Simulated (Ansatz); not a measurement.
A relaxation computed with Ansatz, from input to last step.

```yaml
crystal:
  lattice:
    - [-3.9468995524, -2.2787435191, 6.3874667843]
    - [3.9468995524, -2.2787435191, 6.3874667843]
    - [0.0, 4.557487038, 6.3874667843]
  atoms:
    - { symbol: Cu, position: [0.9968577899, 0.003877061, 0.9994841115] }
    - { symbol: Ni, position: [0.4994130878, 0.5013556146, 0.000644488] }
    - { symbol: Ni, position: [0.0006251928, 0.9995838208, 0.4946956921] }
    - { symbol: Ni, position: [0.9981226079, 0.5004516987, 0.4959754911] }
    - { symbol: Ni, position: [0.4969070204, 0.0022151397, 0.9995375454] }
    - { symbol: Ni, position: [0.5027724746, 0.9992278319, 0.498529695] }
    - { symbol: Ni, position: [0.9977861002, 0.4996644539, 0.0039028691] }
    - { symbol: S, position: [0.1968777924, 0.1902225059, 0.1979454672] }
    - { symbol: S, position: [0.6899744557, 0.6983099491, 0.6927338065] }
    - { symbol: S, position: [0.9085472632, 0.6928493513, 0.1923113211] }
    - { symbol: S, position: [0.4104923513, 0.1882720638, 0.6991572043] }
    - { symbol: S, position: [0.2061862772, 0.9093496909, 0.6812639318] }
    - { symbol: S, position: [0.7034250704, 0.4105024115, 0.1874644248] }
    - { symbol: S, position: [0.6935678315, 0.198299871, 0.9138142407] }
    - { symbol: S, position: [0.1874233356, 0.6967167609, 0.4092680276] }
    - { symbol: S, position: [0.3079000941, 0.3052279686, 0.306702196] }
    - { symbol: S, position: [0.804941944, 0.8058451618, 0.80676707] }
    - { symbol: S, position: [0.5858084264, 0.8162981653, 0.3018765064] }
    - { symbol: S, position: [0.0892701984, 0.3146449172, 0.8020481483] }
    - { symbol: S, position: [0.2989405262, 0.5908735564, 0.8175840673] }
    - { symbol: S, position: [0.8006831435, 0.0886471238, 0.3098489826] }
    - { symbol: S, position: [0.8121804945, 0.3015761354, 0.5889680363] }
    - { symbol: S, position: [0.3127915594, 0.7984246858, 0.0919833509] }
  symmetry: { detect: false }
basis:
  ecutwfc: 420
kpoints:
  mp_grid: { grid: [2, 2, 2], shift: [0.5, 0.5, 0.5] }
hamiltonian:
  xc: pbesol
scf:
  occupations: { method: gaussian, width: 0.1 }
  lower_state_search: "off"
output:
  forces: true
  stress: true
  eigenvalues: true
relax:
  adjacent_minimum: "off"
  f_tol: 0.04
  max_steps: 50
  cell: { stress_tol: 0.3 }
```

```bash
ansatz run input.yaml --threads 4 --pin off --max-ram 9216MiB --backend cpu --events-out ev --progress --plain --runs-dir out
```

Theory: DFT PBEsol, scalar-relativistic, plane waves, PAW (Ansatz 0.2.0).

Of 4 frames 4 are shown, positions in Å and forces in eV/Å; the SCF threshold varies from step to step. Steps run on the plane waves of an earlier cell, with a Pulay correction in the pressure. The basis is chosen afresh for the last frame, the zero of the energies, and can be on the way; energy and pressure step there, also at an unchanged geometry.

```xyz
23
Lattice="-3.9469 -2.2787 6.3875 3.9469 -2.2787 6.3875 0.0000 4.5575 6.3875" Properties=species:S:1:pos:R:3:forces:R:3 pbc="T T T" step=1 free_energy_over_end_meV_per_atom=7.38 pressure_GPa=-1.58
Cu   -3.9192    2.2747   12.7763   -0.2040   -0.1200    0.0320
Ni    0.0077   -2.2776    6.3965   -0.1180    0.0010    0.0940
Ni    3.9428   -0.0247    9.5487   -0.0300    0.1930    0.1730
Ni   -1.9643   -1.1545   12.7401    0.0120    0.0180    0.1170
Ni   -1.9525    3.4180    9.5726   -0.1480    0.0230    0.1380
Ni    1.9595   -1.1506   12.7783    0.1100    0.0250    0.0380
Ni   -1.9660   -3.3945    9.5898   -0.0680   -0.1690   -0.0510
S    -0.0263    0.0200    3.7370    0.1490   -0.1860    0.3290
S     0.0329   -0.0064   13.2924   -0.2780    0.0210    0.4770
S    -0.8513   -2.7727   11.4573    0.1800    0.2970    0.1650
S    -0.8771    1.8220    8.2904    0.0420    0.1170    0.2670
S     2.7753    0.5628   11.4770    0.1780    0.4380   -0.0190
S    -1.1561   -1.6840    8.3126    0.0530    0.0900    0.0000
S    -1.9548    2.1324   11.5337    0.1540   -0.4530   -0.4820
S     2.0101   -0.1495    8.2616    0.1340    0.1650    0.2640
S    -0.0105    0.0006    5.8754    0.1130    0.0250   -0.3720
S     0.0036    0.0063   15.4420    0.1070   -0.1310   -0.4550
S     0.9097   -1.8192   10.8841   -0.2410   -0.2740   -0.2990
S     0.8895    2.7349    7.7031   -0.2910   -0.0830   -0.1070
S     1.1522    1.6985   10.9059   -0.0770    0.0160   -0.3340
S    -2.8103   -0.6144    7.6597    0.1260   -0.1670    0.2620
S    -2.0153    0.1462   10.8761   -0.1120    0.2200   -0.1010
S     1.9167   -2.1130    7.6854    0.2100   -0.0660   -0.1350
23
Lattice="-3.9354 -2.2579 6.3603 3.9238 -2.2593 6.3527 -0.0070 4.5443 6.3662" Properties=species:S:1:pos:R:3:forces:R:3 pbc="T T T" step=2 free_energy_over_end_meV_per_atom=2.31 pressure_GPa=-0.49
Cu   -3.8987    2.2956   12.7217   -0.1900   -0.0860    0.0320
Ni    0.0031   -2.2616    6.3551   -0.0960    0.0310    0.0650
Ni    3.9201   -0.0114    9.5286   -0.0080    0.1400    0.0950
Ni   -1.9778   -1.1301   12.7064    0.0250    0.0380    0.0970
Ni   -1.9636    3.4268    9.5355   -0.0960   -0.0680    0.1090
Ni    1.9375   -1.1161   12.7160    0.0950   -0.0070    0.0530
Ni   -1.9593   -3.3739    9.5330   -0.1060   -0.1300    0.0050
S    -0.0162    0.0076    3.7235    0.0360   -0.0230    0.2580
S     0.0024    0.0104   13.2454   -0.1600    0.0310    0.2970
S    -0.8624   -2.7184   11.4086    0.1630    0.0910    0.1600
S    -0.9050    1.8045    8.2985    0.0910    0.1930   -0.0300
S     2.7433    0.6265   11.4259    0.1150    0.1330    0.0100
S    -1.1125   -1.6556    8.2930   -0.1030   -0.0170   -0.0720
S    -1.9445    2.0946   11.4459    0.0620   -0.0840   -0.0990
S     1.9877   -0.1199    8.2708    0.1430   -0.0170    0.0150
S    -0.0154    0.0102    5.8420    0.0390   -0.0080   -0.2390
S    -0.0043    0.0159   15.3684    0.0050   -0.0330   -0.3180
S     0.8817   -1.7780   10.8058   -0.0790   -0.2290   -0.1340
S     0.8375    2.7223    7.6752   -0.0510   -0.0200   -0.1410
S     1.0901    1.6943   10.8074    0.2190    0.0200   -0.0740
S    -2.7787   -0.6042    7.6619    0.0370   -0.1430   -0.0460
S    -1.9931    0.1223   10.8086   -0.2300    0.2410   -0.0310
S     1.9212   -2.0734    7.6345    0.0890   -0.0540   -0.0130
23
Lattice="-3.9291 -2.2653 6.3502 3.9292 -2.2678 6.3494 -0.0021 4.5377 6.3514" Properties=species:S:1:pos:R:3:forces:R:3 pbc="T T T" step=3 free_energy_over_end_meV_per_atom=-0.03 pressure_GPa=0.06
Cu   -3.9265    2.2691   12.7004   -0.0130    0.0010    0.0140
Ni    0.0023   -2.2693    6.3530   -0.0020    0.0000   -0.0050
Ni    3.9295   -0.0013    9.5265    0.0020   -0.0030    0.0020
Ni   -1.9627   -1.1341   12.7014   -0.0030    0.0050    0.0030
Ni   -1.9650    3.4028    9.5288    0.0020   -0.0020   -0.0030
Ni    1.9648   -1.1343   12.7023    0.0030    0.0010   -0.0010
Ni   -1.9637   -3.4020    9.5266    0.0040    0.0010    0.0000
S     0.0004   -0.0007    3.7377    0.0040   -0.0030    0.0220
S     0.0002   -0.0003   13.2313   -0.0010    0.0040    0.0180
S    -0.8414   -2.7172   11.4171    0.0100   -0.0110   -0.0120
S    -0.8934    1.8136    8.2753    0.0050    0.0030    0.0030
S     2.7741    0.6276   11.4185    0.0120    0.0160   -0.0130
S    -1.1237   -1.6812    8.2748   -0.0010    0.0070    0.0010
S    -1.9311    2.0892   11.4190   -0.0140   -0.0060   -0.0140
S     2.0189   -0.1356    8.2737    0.0010   -0.0050    0.0030
S     0.0017   -0.0009    5.8247   -0.0020   -0.0010   -0.0200
S     0.0000    0.0000   15.3187    0.0010    0.0030   -0.0310
S     0.8947   -1.8138   10.7791   -0.0070   -0.0040   -0.0020
S     0.8434    2.7148    7.6369   -0.0120    0.0180    0.0130
S     1.1244    1.6807   10.7811    0.0010   -0.0080   -0.0030
S    -2.7733   -0.6284    7.6357   -0.0090   -0.0210    0.0150
S    -2.0167    0.1345   10.7793   -0.0010    0.0050    0.0020
S     1.9336   -2.0905    7.6355    0.0210    0.0030    0.0090
23
Lattice="-3.9291 -2.2653 6.3502 3.9292 -2.2678 6.3494 -0.0021 4.5377 6.3514" Properties=species:S:1:pos:R:3:forces:R:3 pbc="T T T" step=4 free_energy_over_end_meV_per_atom=0.00 pressure_GPa=0.07
Cu   -3.9265    2.2691   12.7004   -0.0130    0.0010    0.0140
Ni    0.0023   -2.2693    6.3530   -0.0020    0.0000   -0.0050
Ni    3.9295   -0.0013    9.5265    0.0020   -0.0030    0.0020
Ni   -1.9627   -1.1341   12.7014   -0.0030    0.0050    0.0030
Ni   -1.9650    3.4028    9.5288    0.0020   -0.0020   -0.0030
Ni    1.9648   -1.1343   12.7023    0.0020    0.0010   -0.0010
Ni   -1.9637   -3.4020    9.5266    0.0040    0.0010    0.0000
S     0.0004   -0.0007    3.7377    0.0040   -0.0040    0.0220
S     0.0002   -0.0003   13.2313   -0.0010    0.0040    0.0180
S    -0.8414   -2.7172   11.4171    0.0100   -0.0110   -0.0120
S    -0.8934    1.8136    8.2753    0.0050    0.0030    0.0030
S     2.7741    0.6276   11.4185    0.0120    0.0160   -0.0130
S    -1.1237   -1.6812    8.2748   -0.0010    0.0070    0.0010
S    -1.9311    2.0892   11.4190   -0.0140   -0.0060   -0.0140
S     2.0189   -0.1356    8.2737    0.0010   -0.0050    0.0030
S     0.0017   -0.0009    5.8247   -0.0020   -0.0010   -0.0200
S     0.0000    0.0000   15.3187    0.0010    0.0030   -0.0310
S     0.8947   -1.8138   10.7791   -0.0070   -0.0040   -0.0020
S     0.8434    2.7148    7.6369   -0.0120    0.0180    0.0130
S     1.1244    1.6807   10.7811    0.0010   -0.0080   -0.0030
S    -2.7733   -0.6284    7.6357   -0.0090   -0.0210    0.0150
S    -2.0167    0.1345   10.7793   -0.0010    0.0050    0.0020
S     1.9336   -2.0905    7.6355    0.0210    0.0030    0.0090
```

The run took 15 s on 4 threads of AMD EPYC 9R45 96-Core Processor (Zen 5), on a shared host, peak memory 1.3 GiB.

The k mesh is coarse. Spin polarisation was left out, and a magnetic state may lie lower.